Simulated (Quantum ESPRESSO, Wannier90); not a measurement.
# Wannierisation of AlInSb₂ (R3m)

```yaml
crystal:
  lattice:
    - [-2.27624, 3.94256, 0.00000]
    - [-4.55248, 0.00000, 0.00000]
    - [-2.27624, 1.31419, 7.40292]
  atoms:
    - { symbol: Al, position: [0.00029, 0.00029, 0.99913] }
    - { symbol: In, position: [0.49967, 0.49967, 0.50098] }
    - { symbol: Sb, position: [0.87944, 0.87944, 0.36169] }
    - { symbol: Sb, position: [0.37059, 0.37059, 0.88822] }
```

Cell from Materials Project (mp-1228866), symmetrised, no further relaxation. Not found in the COD (Crystallography Open Database) copy used; not checked further. Method: PBEsol plane waves in Quantum ESPRESSO 7.5 (PseudoDojo norm-conserving files, 64 Ry, spinors with spin-orbit coupling), Bloch states on a 4×4×4 mesh through Γ, Wannier90 4.0.1. Density: 8×8×8 mesh, cold smearing 0.01 Ry. With spin-orbit coupling a semilocal functional can close or falsely invert a small gap; the band order was not checked against a better method.

Base run: 32 functions from bands 31-82 of the 82 computed, start hydrogen-like Al: s;p; In: s;p; Sb: s;p, centres 0.05 Å off the atoms, frozen window up to 1.50 eV relative to the Fermi level, outer window open. One setting was then changed (edges relative to the Fermi level; misfit to pw.x on a path, for states up to 1.0 eV relative to the Fermi level).

| run | Ω_I (Å²) | rms misfit (meV) | worst (meV) |
|---|---|---|---|
| base | 57.58 | 25 | 133 |
| changed | 51.87 | 150 | 774 |

Problem. Which change was made?
A. no frozen window
B. frozen window to -0.50 eV
C. only the lowest 47 of the kept bands
D. outer window to 9.79 eV

Solution. A, no frozen window. The others give:

```
run                                   Ω_I (Å²)  rms misfit (meV)  worst (meV)
------------------------------------  --------  ----------------  -----------
frozen window to -0.50 eV                53.59                74          778
outer window to 9.79 eV                  64.38                27          119
only the lowest 47 of the kept bands     61.86                24          103
```
